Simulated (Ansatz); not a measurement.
AgI (zinc blende), relaxed with HSE06 (Ansatz, a quantum-chemistry and plane-wave program, plane waves, PAW): a = b = c = 6.6196 Å, α = β = γ = 90.00°.

```
Quantity              Result
--------------------  ------
gap (eV)                2.50
B₀ by P(V) fit (GPa)    25.9
```

### Question
The same phase is relaxed and computed with PBE in the same code. What are the cell and these values now?

### Answer
a = 6.629 Å, b = 6.629 Å, c = 6.629 Å, α = 90.00°, β = 90.00°, γ = 90.00°.

gap (eV): 1.34
B₀ by P(V) fit (GPa): 26.0

All cells were relaxed under the symmetry of their starts (and spin orders); stability against distortions was not tested throughout. Rows with no word on spin ran without spin polarisation. Scalar-relativistic: spin–orbit coupling is off unless named, which matters more the heavier the elements.

Potentials: the earlier of the program's two PAW sets.

Ansatz is a plane-wave DFT program.
